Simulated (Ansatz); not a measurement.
**ZnSe3: start and end of a relaxation**

The cell of ZnSe3 is invented: random cell by space group and Wyckoff sites (I4/mmm, No. 139). Lengths were set from tabulated atomic sizes, so they are only a guess.

start.xyz

```xyz
4
Lattice="-2.6853 2.6853 3.3113 2.6853 -2.6853 3.3113 2.6853 2.6853 -3.3113" Properties=species:S:1:pos:R:3 pbc="T T T"
Zn    0.0000    0.0000    3.3113
Se    0.0000    2.6853    0.0000
Se    2.6853    0.0000    0.0000
Se    0.0000    0.0000    0.0000
```

Level of theory: DFT PBE, scalar-relativistic, plane waves, PAW in Ansatz 0.2.0. Cutoff 420 eV, Gaussian smearing, Γ-centred meshes. Cell and atoms relax first on a coarse mesh and then on a finer one. In between, the cell is made exact in the group found at 0.06 Å. In metals the finer mesh still leaves noise of several meV/atom or more. The steps can't lower the symmetry of their start. No spin polarisation.

end.xyz

```xyz
4
Lattice="-2.7593 2.7593 2.7593 2.7593 -2.7593 2.7593 2.7593 2.7593 -2.7593" Properties=species:S:1:pos:R:3 pbc="T T T"
Zn    0.0000    0.0000    0.0000
Se    2.7593    0.0000    0.0000
Se    0.0000    2.7593    0.0000
Se    0.0000    0.0000    2.7593
```

The symmetry goes from I4/mmm (No. 139) to Im-3m (No. 229). The volume per atom shrinks by 12.0 %, from 23.9 to 21.0 Å³. The shortest distance goes from 2.69 Å (Zn–Se and Se–Se) to 2.76 Å (Zn–Se and Se–Se). The end is written in a standard setting, so origin, axes and order of atoms can differ from the start's.

```
Volume per atom                             : 21.01 Å³
Density                                     : 5.97 g/cm³
Formation energy                            : −0.11 eV/atom
Gap on the 12×12×12 mesh of the 4-atom cell : 0 eV (a metal)
```

Formation energies are uncorrected and refer to the elements' standard structures at the same level. It lies below the elements, which doesn't yet make it stable against other compounds or structures.

The last run used Gaussian smearing of 0.10 eV. The end has I4/mmm (No. 139) at a tolerance of 0.01 Å; the cell shown is made exact in the group found at 0.05 Å. The reference form of Se is held partly by dispersion forces, which this level lacks. Symmetry constrained the relaxation, so the result can be a saddle point. In all, the 3 runs took 2.9 min on 1 thread of Intel(R) Xeon(R) Platinum 8488C (Sapphire Rapids), with other jobs on the host.
